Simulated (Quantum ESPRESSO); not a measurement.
# Computed records: Al₂ZnSiN₄ (made-up cell)

All values are calculated (Quantum ESPRESSO 7.5). Calculation on a made-up crystal cell, not a measurement, rerun at a higher cutoff and a denser mesh: periodic Kohn-Sham density functional theory in plane waves with PseudoDojo standard norm-conserving scalar-relativistic pseudopotentials, each functional with its own files (v0.5 for PBE, v0.4.1 for LDA and PBEsol), no spin polarisation, no spin-orbit coupling, atoms not relaxed, stress positive in tension, energies less a fixed whole-eV offset for each atom's element; levels are Kohn-Sham levels at fractions of this cell's reciprocal vectors, counted from the reference band (half the neutral cell's valence electrons, rounded up) at Gamma; error bars give the change to or from the runs named with them, not the error of the files; each bar is the largest change over components, and at least 0.002 eV, 0.002 eV per angstrom or 0.02 GPa; energies are for the whole cell, and the offsets were chosen from early runs and are not element reference energies.

## Al₂ZnSiN₄ (made-up cell)

```xyz
8
Lattice="3.1025 0.0000 0.0000 0.0000 5.3737 0.0000 0.0000 0.0000 5.0664" Properties=species:S:1:pos:R:3 Al2ZnSiN4
Zn    -0.0055    -0.0331    -0.0444
Al     1.5199     2.6569     0.0059
Si     1.6759     0.9446     2.5339
Al     0.0195     3.6423     2.4853
N     -0.0326     0.0023     1.8841
N      1.5179     2.7111     1.8264
N      1.5565     0.9415     4.3964
N     -0.1149     3.5545     4.4319
```

* lattice type: wurtzite
* functional: pbe
* cutoff: 1437 eV
* fermi dirac smearing: 0.025 eV
* scf tolerance: 1e-07 eV
* electrons removed: 0
* k mesh: 8 x 6 x 6, shifted by half a step

Atoms:
| atoms element | atom site | atom energy offset (eV) |
| --- | --- | --- |
| Zn | 1 | -5687 |
| Al | 2 | -64 |
| Si | 3 | -115 |
| Al | 4 | -64 |
| N | 5 | -283 |
| N | 6 | -283 |
| N | 7 | -283 |
| N | 8 | -283 |

**Q.** Al₂ZnSiN₄ (made-up cell): stress yy?
**A.** -6.897 GPa

**Q.** Give the missing stress yz for Al₂ZnSiN₄ (made-up cell).
**A.** -0.9385 GPa

**Q.** What stress zz does the calculation give for Al₂ZnSiN₄ (made-up cell)?
**A.** 0.4656 GPa

**Q.** Estimate the pressure of Al₂ZnSiN₄ (made-up cell).
**A.** 2.527 GPa

**Q.** Give the table of forces values for Al₂ZnSiN₄ (made-up cell).
**A.** 
Forces:
| site | x (eV/Å) | y (eV/Å) | z (eV/Å) |
| --- | --- | --- | --- |
| 1 | 0.2183 | 0.3187 | -0.6649 |
| 2 | -0.9167 | 0.7973 | -2.485 |
| 3 | -1.546 | 0.4479 | 1.896 |
| 4 | -0.749 | -1.288 | 1.895 |
| 5 | 0.8047 | 2.567 | 2.311 |
| 6 | 0.8363 | -1.948 | 1.99 |
| 7 | -0.006786 | 0.8155 | -3.666 |
| 8 | 1.359 | -1.71 | -1.278 |

Further results for Al₂ZnSiN₄ (made-up cell):

- free energy less offsets: -3.386 eV
- scf iterations: 13
- smearing term minus ts: 0 eV
- stress xx: -1.15 GPa
- stress xz: 0.9855 GPa
- stress xy: -1.375 GPa
- error bar energy: 0.002 eV
- error bar stress: 0.03366 GPa
- error bar force: 0.002 eV/Å
- error bars from: change from the looser run of this cell
